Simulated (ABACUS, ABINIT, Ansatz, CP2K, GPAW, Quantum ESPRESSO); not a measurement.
# AgB2: 6 runs at one level of theory

```xyz
3
Lattice="3.0000 0.0000 0.0000 -1.5000 2.5981 0.0000 0.0000 0.0000 3.2400" Properties=species:S:1:pos:R:3 pbc="T T T"
Ag    0.0623    0.0793   -0.0263
B     1.4741    0.8571    1.6033
B    -0.0439    1.7152    1.6510
```

Atoms were shifted at random by some hundredths of an Å from the given cell, which wasn't relaxed again for these runs.

Alike in all runs: task single point; functional PBE; k mesh 10 × 10 × 8; occupations fermi-dirac, width 0.05 eV; no spin polarisation; no spin-orbit coupling. Pressure is positive in compression and, in plane waves, holds the error of the finite cutoff, which Ansatz's Pulay term estimates and takes out.

| program and potentials | plane-wave cutoff (eV) | notes | band gap (eV) | pressure (GPa) | largest force (eV/Å) | energy over the undisturbed cell (meV/atom) |
| --- | --- | --- | --- | --- | --- | --- |
| Ansatz, Ansatz PAW | 420 | 8.33 valence electrons an atom on average; Pulay term of +0.26 GPa included | no gap | 55.20 | 0.732 | 13.99 |
| Quantum ESPRESSO, SSSP 1.3 efficiency PBE | 816 | 8.33 valence electrons an atom on average | no gap | 54.98 | 0.739 | 14.26 |
| ABACUS, PseudoDojo NC SR 0.4.1 PBE standard, plane waves | 1116 | 8.33 valence electrons an atom on average | no gap | 55.25 | 0.737 | 14.16 |
| GPAW, GPAW PAW data sets (gpaw-data 1.2.1) | 800 | 7.67 valence electrons an atom on average | no gap | 55.56 | 0.730 | - |
| CP2K, POTENTIAL_UZH Ag GTH-PBE-q11, B GTH-PBE-q3; TZVP-MOLOPT-PBE-GTH basis | - | atomic basis; 5.67 valence electrons an atom on average | no gap | 54.91 | 0.744 | - |
| ABINIT, JTH PAW PBE v2.0 | 463 | 5.67 valence electrons an atom on average | no gap | 55.93 | 0.739 | 13.97 |

Force on atom 3 (B), eV/Å:

| program and potentials | x | y | z |
| --- | --- | --- | --- |
| Ansatz, Ansatz PAW | 0.005 | 0.106 | -0.724 |
| Quantum ESPRESSO, SSSP 1.3 efficiency PBE | 0.000 | 0.107 | -0.732 |
| ABACUS, PseudoDojo NC SR 0.4.1 PBE standard, plane waves | 0.006 | 0.108 | -0.729 |
| GPAW, GPAW PAW data sets (gpaw-data 1.2.1) | -0.002 | 0.100 | -0.723 |
| CP2K, POTENTIAL_UZH Ag GTH-PBE-q11, B GTH-PBE-q3; TZVP-MOLOPT-PBE-GTH basis | -0.009 | 0.111 | -0.735 |
| ABINIT, JTH PAW PBE v2.0 | 0.000 | 0.109 | -0.731 |

None finds a gap. The pressure spans 54.91 (CP2K, POTENTIAL_UZH Ag GTH-PBE-q11, B GTH-PBE-q3; TZVP-MOLOPT-PBE-GTH basis) to 55.93 GPa (ABINIT, JTH PAW PBE v2.0). The cell lies far from this level's equilibrium. Rows in atomic bases carry the error of their basis and grid, which can be large.

The functional is the same throughout but for its coding, so the spread measures potentials, basis and numerics; runs on potential files found faulty are left out.
